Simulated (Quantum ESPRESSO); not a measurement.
## InAl2GaP4 (one run as intended and one with a planted mistake)

A calculation, not a measurement. The program is pw.x of Quantum ESPRESSO 7.5 (plane-wave density functional theory). The cell is made up: 8 atoms on a zincblende/diamond lattice, with randomly drawn elements, strain and displacements, not relaxed. PseudoDojo standard norm-conserving files (v0.5 for PBE, v0.4.1 for LDA and PBEsol) set the functional; there is no spin polarisation, spin-orbit coupling or dispersion term, and the masses in the input are unused placeholders.

Intended input:

```
&control calculation='scf', pseudo_dir='./dojo.nc.sr.pbe.v0_5.standard.upf', outdir='./o', disk_io='medium', tprnfor=.true., tstress=.true. /
&system ibrav=0, nat=8, ntyp=4, nbnd=32, ecutwfc=79.96652505, nosym=.true., tot_charge=0,
 occupations='smearing', smearing='fd', degauss=0.0018374661
/
&electrons conv_thr=7.350e-09, electron_maxstep=60, /
ATOMIC_SPECIES
Al 1.0 Al.upf
Ga 1.0 Ga.upf
In 1.0 In.upf
P 1.0 P.upf
CELL_PARAMETERS angstrom
5.6079 -0.0325 -0.0359
-0.0325 5.7213 0.0159
-0.0359 0.0159 5.5693
ATOMIC_POSITIONS angstrom
In -0.0153 0.0021 0.0187
Al -0.0437 2.8942 2.7842
Al 2.7647 -0.0158 2.7612
Ga 2.7734 2.8345 -0.0079
P 1.3981 1.4404 1.3876
P 1.3404 4.283 4.157
P 4.1245 1.3822 4.1834
P 4.1683 4.2746 1.3972
K_POINTS automatic
4 4 4 1 1 1
```

The log is shortened where brackets say so; the opening notice, blank lines, dates and the lines on written files are dropped, and the path of the files is cut. It prints rydbergs, bohrs and kilobars, and counts compression as positive stress.

Log of the intended run:

```
     Program PWSCF v.7.5
     Parallel version (MPI & OpenMP), running on       1 processor cores
     Number of MPI processes:                 1
     Threads/MPI process:                     1
     [start-up lines left out]
     bravais-lattice index     =            0
     lattice parameter (alat)  =      10.5978  a.u.
     unit-cell volume          =    1205.7482 (a.u.)^3
     number of atoms/cell      =            8
     number of atomic types    =            4
     number of electrons       =        52.00
     number of Kohn-Sham states=           32
     kinetic-energy cutoff     =      79.9665  Ry
     charge density cutoff     =     319.8661  Ry
     scf convergence threshold =      7.3E-09
     mixing beta               =       0.7000
     number of iterations used =            8  plain     mixing
     Exchange-correlation= PBE
                           (   1   4   3   4   0   0   0)
     [axes and pseudopotential details left out]
   Cartesian axes
     site n.     atom                  positions (alat units)
         1        In     tau(   1) = (  -0.0027282   0.0003745   0.0033345  )
         2        Al     tau(   2) = (  -0.0077923   0.5160741   0.4964597  )
         3        Al     tau(   3) = (   0.4929826  -0.0028173   0.4923585  )
         4        Ga     tau(   4) = (   0.4945339   0.5054288  -0.0014087  )
         5        P      tau(   5) = (   0.2492997   0.2568424   0.2474274  )
         6        P      tau(   6) = (   0.2390110   0.7637155   0.7412481  )
         7        P      tau(   7) = (   0.7354529   0.2464645   0.7459555  )
         8        P      tau(   8) = (   0.7432630   0.7622177   0.2491392  )
     number of k points=    32  Fermi-Dirac smearing, width (Ry)=  0.0018
                       cart. coord. in units 2pi/alat
        k(    1) = (   0.1265256   0.1228946   0.1263358), wk =   0.0625000
        k(    2) = (   0.1281333   0.1222041   0.3780902), wk =   0.0625000
     [further k points left out]
     Dense  grid:   116429 G-vectors     FFT dimensions: (  64,  64,  60)
     Estimated max dynamical RAM per process >     149.48 MB
     Initial potential from superposition of free atoms
     starting charge      51.9880, renormalised to      52.0000
     Starting wfcs are   42 randomized atomic wfcs
     total cpu time spent up to now is       15.4 secs
     per-process dynamical memory:    90.2 Mb
     Self-consistent Calculation
     iteration #  1     ecut=    79.97 Ry     beta= 0.70
     Davidson diagonalization with overlap
     ethr =  1.00E-02,  avg # of iterations =  4.2
     Threshold (ethr) on eigenvalues was too large:
     Diagonalizing with lowered threshold
     Davidson diagonalization with overlap
     ethr =  6.85E-04,  avg # of iterations =  2.0
     total cpu time spent up to now is       70.8 secs
     total energy              =    -350.66471818 Ry
     estimated scf accuracy    <       0.36634289 Ry
     iteration #  2     ecut=    79.97 Ry     beta= 0.70
     Davidson diagonalization with overlap
     ethr =  7.05E-04,  avg # of iterations =  2.1
     total cpu time spent up to now is       96.3 secs
     total energy              =    -350.75361035 Ry
     estimated scf accuracy    <       0.07447601 Ry
     [iterations 3 to 8 left out]
     iteration #  9     ecut=    79.97 Ry     beta= 0.70
     Davidson diagonalization with overlap
     ethr =  7.42E-11,  avg # of iterations =  5.1
     total cpu time spent up to now is      314.6 secs
     total energy              =    -350.76752727 Ry
     estimated scf accuracy    <       0.00000007 Ry
     iteration # 10     ecut=    79.97 Ry     beta= 0.70
     Davidson diagonalization with overlap
     ethr =  7.42E-11,  avg # of iterations =  2.0
     total cpu time spent up to now is      340.9 secs
     End of self-consistent calculation
     [lines on levels left out]
!    total energy              =    -350.76752728 Ry
     estimated scf accuracy    <          3.3E-09 Ry
     smearing contrib. (-TS)   =      -0.00000000 Ry
     internal energy E=F+TS    =    -350.76752728 Ry
     The total energy is F=E-TS. E is the sum of the following terms:
     one-electron contribution =    -161.23309441 Ry
     hartree contribution      =     112.19376429 Ry
     xc contribution           =    -102.70310303 Ry
     ewald contribution        =    -199.02509414 Ry
     convergence has been achieved in  10 iterations
     Forces acting on atoms (cartesian axes, Ry/au):
     atom    1 type  3   force =     0.01432966   -0.00959432   -0.01061678
     atom    2 type  1   force =    -0.00472639   -0.02031644    0.00589096
     atom    3 type  1   force =     0.00293130   -0.00091763    0.00074398
     atom    4 type  2   force =     0.00444095    0.00325187   -0.00397068
     atom    5 type  4   force =     0.02074866    0.03256550    0.04145869
     atom    6 type  4   force =     0.02455627   -0.02040872   -0.01827679
     atom    7 type  4   force =    -0.02256673    0.04902627   -0.04802380
     atom    8 type  4   force =    -0.03971371   -0.03360653    0.03279442
     Total force =     0.120418     Total SCF correction =     0.000122
     Computing stress (Cartesian axis) and pressure
          total   stress  (Ry/bohr**3)                   (kbar)     P=        1.36
   0.00003443   0.00005939   0.00008310            5.07        8.74       12.23
   0.00005939  -0.00006003  -0.00004499            8.74       -8.83       -6.62
   0.00008310  -0.00004499   0.00005329           12.23       -6.62        7.84
     init_run     :     13.64s CPU     15.29s WALL (       1 calls)
     electrons    :    305.10s CPU    325.55s WALL (       1 calls)
     forces       :      3.98s CPU      4.09s WALL (       1 calls)
     stress       :     14.15s CPU     14.93s WALL (       1 calls)
     [timing details left out]
     PWSCF        :   5m37.06s CPU   6m 0.32s WALL
     JOB DONE.
```

A second run has one planted mistake: the plane-wave cutoff is too low. The input lines that differ, file-writing options aside:

```
- &system ibrav=0, nat=8, ntyp=4, nbnd=32, ecutwfc=79.96652505, nosym=.true., tot_charge=0,
+ &system ibrav=0, nat=8, ntyp=4, nbnd=32, ecutwfc=40.27725710, nosym=.true., tot_charge=0,
```

Its log:

```
     Program PWSCF v.7.5
     Parallel version (MPI & OpenMP), running on       1 processor cores
     Number of MPI processes:                 1
     Threads/MPI process:                     1
     [start-up lines left out]
     bravais-lattice index     =            0
     lattice parameter (alat)  =      10.5978  a.u.
     unit-cell volume          =    1205.7482 (a.u.)^3
     number of atoms/cell      =            8
     number of atomic types    =            4
     number of electrons       =        52.00
     number of Kohn-Sham states=           32
     kinetic-energy cutoff     =      40.2773  Ry
     charge density cutoff     =     161.1090  Ry
     scf convergence threshold =      7.3E-09
     mixing beta               =       0.7000
     number of iterations used =            8  plain     mixing
     Exchange-correlation= PBE
                           (   1   4   3   4   0   0   0)
     [axes and pseudopotential details left out]
   Cartesian axes
     site n.     atom                  positions (alat units)
         1        In     tau(   1) = (  -0.0027282   0.0003745   0.0033345  )
         2        Al     tau(   2) = (  -0.0077923   0.5160741   0.4964597  )
         3        Al     tau(   3) = (   0.4929826  -0.0028173   0.4923585  )
         4        Ga     tau(   4) = (   0.4945339   0.5054288  -0.0014087  )
         5        P      tau(   5) = (   0.2492997   0.2568424   0.2474274  )
         6        P      tau(   6) = (   0.2390110   0.7637155   0.7412481  )
         7        P      tau(   7) = (   0.7354529   0.2464645   0.7459555  )
         8        P      tau(   8) = (   0.7432630   0.7622177   0.2491392  )
     number of k points=    32  Fermi-Dirac smearing, width (Ry)=  0.0018
                       cart. coord. in units 2pi/alat
        k(    1) = (   0.1265256   0.1228946   0.1263358), wk =   0.0625000
        k(    2) = (   0.1281333   0.1222041   0.3780902), wk =   0.0625000
     [further k points left out]
     Dense  grid:    41649 G-vectors     FFT dimensions: (  45,  45,  45)
     Estimated max dynamical RAM per process >      55.87 MB
     Initial potential from superposition of free atoms
     starting charge      51.9880, renormalised to      52.0000
     negative rho (up, down):  2.728E-05 0.000E+00
     Starting wfcs are   42 randomized atomic wfcs
     total cpu time spent up to now is        2.4 secs
     per-process dynamical memory:    38.1 Mb
     Self-consistent Calculation
     iteration #  1     ecut=    40.28 Ry     beta= 0.70
     Davidson diagonalization with overlap
     ethr =  1.00E-02,  avg # of iterations =  3.6
     total cpu time spent up to now is        8.7 secs
     total energy              =    -347.71631664 Ry
     estimated scf accuracy    <       0.92359274 Ry
     iteration #  2     ecut=    40.28 Ry     beta= 0.70
     Davidson diagonalization with overlap
     ethr =  1.78E-03,  avg # of iterations =  2.0
     total cpu time spent up to now is       14.7 secs
     total energy              =    -347.93204746 Ry
     estimated scf accuracy    <       0.16239884 Ry
     [iterations 3 to 8 left out]
     iteration #  9     ecut=    40.28 Ry     beta= 0.70
     Davidson diagonalization with overlap
     ethr =  9.32E-10,  avg # of iterations =  2.2
     total cpu time spent up to now is       52.2 secs
     total energy              =    -347.97051690 Ry
     estimated scf accuracy    <       0.00000008 Ry
     iteration # 10     ecut=    40.28 Ry     beta= 0.70
     Davidson diagonalization with overlap
     ethr =  1.56E-10,  avg # of iterations =  3.3
     total cpu time spent up to now is       57.2 secs
     End of self-consistent calculation
     [lines on levels left out]
!    total energy              =    -347.97051692 Ry
     estimated scf accuracy    <          2.5E-09 Ry
     smearing contrib. (-TS)   =      -0.00000000 Ry
     internal energy E=F+TS    =    -347.97051692 Ry
     The total energy is F=E-TS. E is the sum of the following terms:
     one-electron contribution =    -155.98273678 Ry
     hartree contribution      =     108.57113710 Ry
     xc contribution           =    -101.53382309 Ry
     ewald contribution        =    -199.02509415 Ry
     convergence has been achieved in  10 iterations
     Forces acting on atoms (cartesian axes, Ry/au):
     atom    1 type  3   force =     0.01419454   -0.00954138   -0.01052235
     atom    2 type  1   force =    -0.00470560   -0.02042146    0.00592337
     atom    3 type  1   force =     0.00298579   -0.00091591    0.00074185
     atom    4 type  2   force =     0.00417486    0.00309792   -0.00392505
     atom    5 type  4   force =     0.02163739    0.03345539    0.03977527
     atom    6 type  4   force =     0.02546149   -0.02130654   -0.01666243
     atom    7 type  4   force =    -0.02328060    0.05011084   -0.04649069
     atom    8 type  4   force =    -0.04046788   -0.03447886    0.03116003
     Total force =     0.120381     Total SCF correction =     0.000076
     Computing stress (Cartesian axis) and pressure
          total   stress  (Ry/bohr**3)                   (kbar)     P=    -1423.64
  -0.00964241   0.00005590   0.00008100        -1418.45        8.22       11.92
   0.00005590  -0.00974284  -0.00004862            8.22    -1433.22       -7.15
   0.00008100  -0.00004862  -0.00964789           11.92       -7.15    -1419.25
     init_run     :      2.16s CPU      2.30s WALL (       1 calls)
     electrons    :     46.01s CPU     54.83s WALL (       1 calls)
     forces       :      0.81s CPU      0.83s WALL (       1 calls)
     stress       :      3.99s CPU      4.00s WALL (       1 calls)
     [timing details left out]
     PWSCF        :     53.07s CPU   1m 2.13s WALL
     JOB DONE.
```

```
                                            intended run  run with the mistake
                          free energy (eV)     -4772.435             -4734.380
                    smearing term -TS (eV)        0.0000                0.0000
                            pressure (GPa)          0.14               -142.36
            largest force component (eV/Å)         1.261                 1.288
largest change of a force component (eV/Å)                               0.043
                                iterations            10                    10
```

For scale, a rerun of the intended cell at 1377 eV and a 6 x 6 x 6 mesh moved values by no more than 0.006 eV in energy, 0.02 GPa in stress and 0.002 eV/Å in force.